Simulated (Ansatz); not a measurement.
# Stress against strain in In

```
CELL_PARAMETERS angstrom
1.66964 0.96397 8.20746
-1.66964 0.96397 8.20746
0.00000 -1.92793 8.20746
ATOMIC_POSITIONS crystal
In 0.00000 0.00000 0.00000
In 0.77801 0.77801 0.77801
In 0.22199 0.22199 0.22199
```

Atom numbers follow the list: In1, In2, In3.

The cell is the one relaxed in the Materials Project (mp-1184502), not relaxed further here; entries there can be hypothetical.

Spin–orbit coupling is left out, though it moves levels of the heavy atoms by tenths of an eV or more.

Theory: DFT, PBEsol, all-electron LAPW, scalar-relativistic (Ansatz 0.2.0).

Sampling and basis: a Γ-centred 14×14×14 k mesh, Fermi–Dirac smearing of 0.05 eV, basis error target 0.5 meV/atom, no spin polarisation.

The strain is applied along the Cartesian axes of the cell as listed (the other components stay zero). Fractional coordinates are held (clamped ions).

σ is the change of stress from the unstrained cell, which is at -1.20 GPa; tension is positive, so slopes are stress–strain coefficients at that pressure. In a metal the k mesh adds noise.

Only quantities that a quadratic follows smoothly over the whole series are listed; rougher ones are left out.

```
εxx = εyy  σzz (GPa)  σxx (GPa)
  -0.0300      -2.55      -2.75
  -0.0200      -1.69      -1.68
  -0.0100      -0.85      -0.76
   0.0000       0.00       0.00
   0.0100       0.70       0.70
   0.0300       1.71       1.92
```

**Question.** Fit the series and read off the stiffness at zero strain.

**Answer.** Least-squares fits y = p0 + p1 x + p2 x² to the rows give σzz (GPa): p1 = 72.1, p2 = -450; σxx (GPa): p1 = 77, p2 = -470. So C13 + C23 = 72 GPa and C11 + C12 = 77 GPa, for these axes.

**Question.** One run, at εxx = εyy = 0.0200, is withheld. Predict its row.

**Answer.** The fits give 1.23, 1.37; the run gave 1.22, 1.36.
